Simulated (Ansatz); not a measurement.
WSe2: from a starting cell to a relaxed one

The start is a randomly generated symmetric cell of WSe2 (space group No. 65). The cell and all atomic positions are relaxed at zero pressure with r2SCAN (plane waves to 500 eV, PAW, scalar-relativistic; Ansatz, a program for electronic structure). First-step values are on the input's coarse k-mesh.

Ansatz input (later rounds restart from its end on a renewed k-mesh):
Ansatz 0.2 input:
```yaml
crystal:
  lattice:
    - [2.2929296, -2.446308, 0]
    - [2.2929296, 2.446308, 0]
    - [0, 0, 6.3330854]
  atoms:
    - { symbol: Se, position: [0, 0.5, 0] }
    - { symbol: Se, position: [0.5, 0, 0] }
    - { symbol: W, position: [0, 0, 0.5] }
basis: { ecutwfc: 500, ecutrho_ratio: 4, xc_grid: 4, fft_grid_basis: typed }
kpoints: { mp_grid: { grid: [7, 7, 4] } }
hamiltonian:
  xc: r2scan
  dispersion: none
  pseudopotentials: { azcp: { folder: ./paw }, kind: paw }
scf: { occupations: { method: fermi_dirac, width: 0.05 } }
relax: { f_tol: 0.01, max_steps: 100, cell: { stress_tol: 0.02 } }
output: { forces: true, stress: true }
```

### Question
What pressure does the first self-consistent step give?

### Answer
+5 GPa (positive: the cell is compressed).

### Question
Does the structure survive the relaxation? Give the final space group.

### Answer
The space group goes from Cmmm (No. 65) to P4/mmm (No. 123), with 3 atoms in the primitive cell.

### Question
How much energy is released per atom?

### Answer
2.21 to 2.24 eV/atom (the two k-meshes of the run give this range).

### Question
How do the shortest distances between atoms change?

### Answer
The closest pairs of elements (up to four, under 3.6 Å), start → end: Se–Se 2.29 → 3.09 Å; Se–W 3.58 → 2.68 Å; W–W 3.35 → 3.09 Å.

### Question
What band gap does the relaxed structure have at this level?

### Answer
Zero (metallic).

### Question
What does it relax into? Give the structure.

### Answer

```cif
data_Se2W
_chemical_formula_sum 'Se2 W1'
_space_group_name_H-M_alt 'P4/mmm'
_space_group_IT_number 123
_space_group_name_Hall '-P 4 2'
_cell_length_a 4.39119
_cell_length_b 4.39119
_cell_length_c 3.08726
_cell_angle_alpha 90.000
_cell_angle_beta 90.000
_cell_angle_gamma 90.000
loop_
_atom_site_label
_atom_site_type_symbol
_atom_site_symmetry_multiplicity
_atom_site_Wyckoff_symbol
_atom_site_fract_x
_atom_site_fract_y
_atom_site_fract_z
_atom_site_occupancy
Se1 Se 2 f 0.00000 0.50000 0.00000 1
W1 W 1 b 0.00000 0.00000 0.50000 1
```

Final values are on a 11×11×15 k-mesh of the relaxed cell. No spin polarisation in the result.

The run could not lose the symmetry of its start: the end is stationary, and may be a saddle point rather than a minimum.

All atoms sit on sites fixed by symmetry, so only the cell could relax.

The relaxed structure here is a generated cell of WSe2: the first start was made by a random draw of sites in a space group, and the end was not matched to a known phase here, so it may be hypothetical. Known forms of WSe2 include space group No. 194.
